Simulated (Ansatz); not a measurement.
**Calculated with Ansatz: RbAg3Se2, vacancy hop by nudged elastic band**

Run with:

```bash
ansatz run input.yaml --threads 4 --pin off --max-ram 8192MiB --backend cpu --events-out ev --progress --plain --runs-dir out
```

input.yaml:

```yaml
crystal:
  lattice:
    - [-2.6e-07, 8.747498, -1.2e-07]
    - [8.26417207, -2.18687425, 3.0e-08]
    - [3.562863, 0.0, -8.032483]
  atoms:
    - { symbol: Ag, position: [0.02180085, 0.11587638, 0.59657812] }
    - { symbol: Ag, position: [0.4718901, 0.88835903, 0.39613637] }
    - { symbol: Se, position: [0.26152077, 0.04069591, 0.77455505] }
    - { symbol: Se, position: [0.23809084, 0.95982029, 0.22211826] }
    - { symbol: Ag, position: [0.2971619, 0.18609129, 0.35561726] }
    - { symbol: Ag, position: [0.20339175, 0.81478255, 0.64358434] }
    - { symbol: Ag, position: [0.34210883, 0.37367083, 0.564922] }
    - { symbol: Ag, position: [0.15835195, 0.6232953, 0.43762382] }
    - { symbol: Se, position: [0.10105023, 0.40104207, 0.30004736] }
    - { symbol: Se, position: [0.39974167, 0.5969559, 0.69927962] }
    - { symbol: Rb, position: [0.07196891, 0.27576747, 0.94704417] }
    - { symbol: Rb, position: [0.43475613, 0.73079291, 0.04607249] }
    - { symbol: Ag, position: [0.52675651, 0.11443186, 0.60043316] }
    - { symbol: Ag, position: [0.96902875, 0.88303899, 0.3995437] }
    - { symbol: Se, position: [0.75907633, 0.03941065, 0.78186756] }
    - { symbol: Ag, position: [0.79458973, 0.18349167, 0.35487586] }
    - { symbol: Ag, position: [0.70432745, 0.81528319, 0.64810009] }
    - { symbol: Ag, position: [0.84144418, 0.37693526, 0.56053066] }
    - { symbol: Ag, position: [0.65299052, 0.62476713, 0.44092718] }
    - { symbol: Se, position: [0.59682479, 0.40281294, 0.30174994] }
    - { symbol: Se, position: [0.90103189, 0.6054866, 0.69591531] }
    - { symbol: Rb, position: [0.56613359, 0.27014639, 0.95758432] }
    - { symbol: Rb, position: [0.93451522, 0.72949206, 0.04939947] }
kpoints:
  mp_grid: { grid: [2, 2, 2] }
magnetization:
  spin_polarized: false
scf:
  occupations: { method: fermi_dirac, width: 0.05 }
hamiltonian:
  pseudopotentials: { kind: paw }
  xc: lda
basis:
  ecutwfc: 420
neb:
  images: 3
  relax_end_points: true
  climbing: true
  f_tol: 0.05
  max_iterations: 40
  order_check: false
  final_atoms:
    - { symbol: Ag, position: [0.02180085, 0.11587638, 0.59657812] }
    - { symbol: Ag, position: [0.4718901, 0.88835903, 0.39613637] }
    - { symbol: Se, position: [0.26152077, 0.04069591, 0.77455505] }
    - { symbol: Se, position: [-0.25486515, 0.9612286, 0.21961211] }
    - { symbol: Ag, position: [0.2971619, 0.18609129, 0.35561726] }
    - { symbol: Ag, position: [0.20339175, 0.81478255, 0.64358434] }
    - { symbol: Ag, position: [0.34210883, 0.37367083, 0.564922] }
    - { symbol: Ag, position: [0.15835195, 0.6232953, 0.43762382] }
    - { symbol: Se, position: [0.10105023, 0.40104207, 0.30004736] }
    - { symbol: Se, position: [0.39974167, 0.5969559, 0.69927962] }
    - { symbol: Rb, position: [0.07196891, 0.27576747, 0.94704417] }
    - { symbol: Rb, position: [0.43475613, 0.73079291, 0.04607249] }
    - { symbol: Ag, position: [0.52675651, 0.11443186, 0.60043316] }
    - { symbol: Ag, position: [0.96902875, 0.88303899, 0.3995437] }
    - { symbol: Se, position: [0.75907633, 0.03941065, 0.78186756] }
    - { symbol: Ag, position: [0.79458973, 0.18349167, 0.35487586] }
    - { symbol: Ag, position: [0.70432745, 0.81528319, 0.64810009] }
    - { symbol: Ag, position: [0.84144418, 0.37693526, 0.56053066] }
    - { symbol: Ag, position: [0.65299052, 0.62476713, 0.44092718] }
    - { symbol: Se, position: [0.59682479, 0.40281294, 0.30174994] }
    - { symbol: Se, position: [0.90103189, 0.6054866, 0.69591531] }
    - { symbol: Rb, position: [0.56613359, 0.27014639, 0.95758432] }
    - { symbol: Rb, position: [0.93451522, 0.72949206, 0.04939947] }
```

Origin of the cell: a database entry, scaled a little.

The cell is 2×1×1 cells of RbAg3Se2 with one Se taken out; atom 4 (Se) hops into the empty site, 4.32 Å away before the end points are relaxed. All atoms were shaken by about 0.02 Å first.

Output (shortened):

```
Warning: neb: disabling space-group detection — the band's intermediate images generally break the endpoint symmetry, so no spatial operation reduces the k-mesh or symmetrises the density, ex […]
Pseudopotentials: kind: paw
Pseudopotential: Ag, paw, valence charge 19, recommended cutoff 420 eV (normal), Ag.paw.azcp
Pseudopotential: Se, paw, valence charge 16, recommended cutoff 420 eV (normal), Se.paw.azcp
Pseudopotential: Rb, paw, valence charge 9, recommended cutoff 420 eV (normal), Rb.paw.azcp
Functional definition: SPW92
  exchange = slater_x
  correlation = pw_c
parallel-image band execution: 3 concurrent image workers
NEB image 0
Crystal: 23 atoms, lattice volume = 580.675 Å³
Basis set: ecut = 420 eV, 11347 PW (Γ)
Bands: 226, of which v1, the nominal top of the filled ones, is band 188 counted from 1 (187 counted from 0)
Symmetry: 1 space group operations
[… 10 lines left out …]
Initial density: superposition of atomic densities (neutral atoms: chi_scale 0, normalization atom), corrected by the library's trained network
Functional: x = slater, c = lda
SCF iter   1: F=—  HF=-139870.626030 eV  Δρ=8.64e-3  dr2=4.54e-1  defer=136
SCF iter   2: F=—  HF=-139870.518648 eV  Δρ=3.18e-3  dr2=5.95e-2  defer=235
SCF iter   3: F=—  HF=-139870.505579 eV  Δρ=1.42e-3  dr2=1.28e-2  defer=235
[… 4 lines left out …]
SCF iter   8: F=—  HF=-139870.502660 eV  Δρ=7.89e-6  dr2=7.17e-7  defer=235
SCF iter   9: F=—  HF=-139870.502660 eV  Δρ=4.15e-6  dr2=1.52e-7  defer=235
SCF iter  10: F=-139870.502660 eV  HF=-139870.502660 eV  Δρ=1.38e-6  dr2=1.99e-8
NEB iter   1: max|band force component| = 2.171e2 eV/Å  barrier→ = 48.6126 eV  barrier← = 48.6126 eV  Δτ_max = 0.2000 Å  (55 SCF iters)
NEB iter   2: max|band force component| = 4.837e1 eV/Å  barrier→ = 13.4354 eV  barrier← = 13.4354 eV  Δτ_max = 0.2000 Å  (31 SCF iters)
NEB iter   3: max|band force component| = 3.398e1 eV/Å  barrier→ = 9.4074 eV  barrier← = 9.4074 eV  Δτ_max = 0.2000 Å  (29 SCF iters)
NEB iter   4: max|band force component| = 1.441e1 eV/Å  barrier→ = 4.8093 eV  barrier← = 4.8093 eV  Δτ_max = 0.2000 Å  (29 SCF iters)
NEB iter   5: max|band force component| = 6.506e0 eV/Å  barrier→ = 3.0453 eV  barrier← = 3.0453 eV  Δτ_max = 0.1992 Å  (28 SCF iters)
NEB iter   6: max|band force component| = 2.352e0 eV/Å  barrier→ = 2.3312 eV  barrier← = 2.3312 eV  Δτ_max = 0.2000 Å  (28 SCF iters)
NEB iter   7: max|band force component| = 5.418e0 eV/Å  barrier→ = 3.1755 eV  barrier← = 3.1756 eV  Δτ_max = 0.1010 Å  (27 SCF iters)
NEB iter   8: max|band force component| = 2.309e0 eV/Å  barrier→ = 2.4317 eV  barrier← = 2.4318 eV  Δτ_max = 0.2000 Å  (27 SCF iters)
NEB iter   9: max|band force component| = 1.685e0 eV/Å  barrier→ = 2.2779 eV  barrier← = 2.2779 eV  Δτ_max = 0.1977 Å  (27 SCF iters)
NEB iter  10: max|band force component| = 7.388e-1 eV/Å  barrier→ = 1.8462 eV  barrier← = 1.8463 eV  Δτ_max = 0.2000 Å  (27 SCF iters)
[… 3 lines left out …]
NEB iter  14: max|band force component| = 2.075e-1 eV/Å  barrier→ = 1.1863 eV  barrier← = 1.1864 eV  CI = image 2  Δτ_max = 0.1991 Å  (28 SCF iters)
NEB iter  15: max|band force component| = 3.911e-1 eV/Å  barrier→ = 1.1914 eV  barrier← = 1.1914 eV  CI = image 2  Δτ_max = 0.1000 Å  (27 SCF iters)
NEB iter  16: max|band force component| = 3.624e-1 eV/Å  barrier→ = 1.1826 eV  barrier← = 1.1827 eV  CI = image 2  Δτ_max = 0.1002 Å  (25 SCF iters)
NEB iter  17: max|band force component| = 2.614e-1 eV/Å  barrier→ = 1.1697 eV  barrier← = 1.1697 eV  CI = image 2  Δτ_max = 0.2000 Å  (24 SCF iters)
NEB iter  18: max|band force component| = 3.073e-1 eV/Å  barrier→ = 1.1783 eV  barrier← = 1.1783 eV  CI = image 2  Δτ_max = 0.1000 Å  (27 SCF iters)
NEB iter  19: max|band force component| = 1.406e-1 eV/Å  barrier→ = 1.1492 eV  barrier← = 1.1492 eV  CI = image 2  Δτ_max = 0.1989 Å  (24 SCF iters)
NEB iter  20: max|band force component| = 1.071e-1 eV/Å  barrier→ = 1.1063 eV  barrier← = 1.1063 eV  CI = image 2  Δτ_max = 0.2000 Å  (25 SCF iters)
NEB iter  21: max|band force component| = 1.263e-1 eV/Å  barrier→ = 1.1325 eV  barrier← = 1.1325 eV  CI = image 2  Δτ_max = 0.1699 Å  (25 SCF iters)
NEB iter  22: max|band force component| = 1.186e-1 eV/Å  barrier→ = 1.1285 eV  barrier← = 1.1285 eV  CI = image 2  Δτ_max = 0.0968 Å  (25 SCF iters)
NEB iter  23: max|band force component| = 4.470e-2 eV/Å  barrier→ = 1.1140 eV  barrier← = 1.1141 eV  CI = image 2  Δτ_max = 0.0000 Å  (24 SCF iters)
--- NEB band (5 images, 23 band iterations, 637 SCF iterations, 198 more in tests of the images' electronic states and relaxations of end points) ---
  forward barrier  = 1.114049 eV
  backward barrier = 1.114069 eV
  lagrangian_above_aufbau_ev (what the smearing adds, to first order; not taken off the barriers): saddle image -0.000349 eV, end points -0.000042 and -0.000041 eV
  climbing image's point = of an order that was not read
  energies are F+E_penalty+E_count in eV, relative to image 0
  image     s (Å)  Δ vs image 0  max|band force component| (eV/Å)
      0    0.0000      0.000000                                 —
      1    1.9740      0.353403                          4.360e-2
  *   2    3.9479      1.114049                          4.470e-2
      3    6.0518      0.839001                          2.881e-2
      4    8.1557     -0.000020                                 —
```

The converged band:

```tsv
image	path over all atoms (Å)	ΔF (eV)	Se x	y	z (Å)
0	0.00	0.000	8.64	0.07	-1.98
1	1.97	0.353	8.80	-0.56	-1.77
2	3.95	1.114	9.50	-1.86	-1.85
3	6.05	0.839	9.09	-3.51	-1.80
4	8.16	0.000	8.64	-4.30	-1.99
```

Highest image (2), forces in eV/Å:

```xyz
23
Lattice="0.000 8.747 0.000 8.264 -2.187 0.000 3.563 0.000 -8.032" Properties=species:S:1:pos:R:3:forces:R:3 pbc="T T T" image=2
Ag    2.760    0.037   -4.724    0.028   -0.030   -0.001
Ag    8.842    2.487   -3.259   -0.003   -0.020   -0.004
Se    3.235    2.121   -6.215   -0.019   -0.022    0.011
Se    9.495   -1.858   -1.849    0.007   -0.025    0.007
Ag    2.161    2.494   -2.757   -0.003   -0.027   -0.009
Ag    9.240    0.256   -5.214    0.013    0.021    0.000
Ag    4.625    2.145   -3.967   -0.018    0.033   -0.019
Ag    6.874    0.443   -3.814   -0.003   -0.016    0.014
Se    4.791   -0.202   -2.616   -0.006   -0.003   -0.002
Se    7.497    2.107   -5.711   -0.012    0.026   -0.004
Rb    5.607   -0.180   -6.929    0.012    0.012   -0.006
Rb    6.165    2.012   -0.291    0.014    0.003   -0.008
Ag    3.084    4.605   -4.291   -0.003   -0.014    0.016
Ag    8.219    6.675   -3.897    0.000   -0.002   -0.005
Se    3.310    6.419   -6.158    0.010   -0.022    0.013
Ag    2.236    6.851   -2.816   -0.018   -0.001   -0.001
Ag    9.215    4.378   -5.329   -0.014   -0.015    0.006
Ag    5.236    6.470   -4.101    0.029    0.048    0.003
Ag    6.701    4.095   -4.090   -0.013    0.021    0.000
Se    4.875    4.213   -2.345    0.001    0.004   -0.025
Se    7.292    6.001   -6.043   -0.003    0.008   -0.007
Rb    5.456    4.043   -7.788   -0.005    0.017    0.013
Rb    6.372    6.457   -0.365    0.003    0.004    0.010
```

Barrier of this path: 1.11 eV forwards, 1.11 eV backwards, after 23 band iterations.

Caveats: the k mesh is coarse if the cell is a metal; a small cell with a neutral vacancy and no spin, whose shape can make like sites unlike; the cell is held at a rescaled volume, and strain moves barriers; the hop was drawn among near neighbours and need not be the easiest path; few images and a loose tolerance, and neither the top nor the ends were tested for their order; another atom moves far along the path.

Time: 44 min on 4 threads of Arm Neoverse V1, on a shared host, peak memory 4.2 GiB, from the program's own first density.
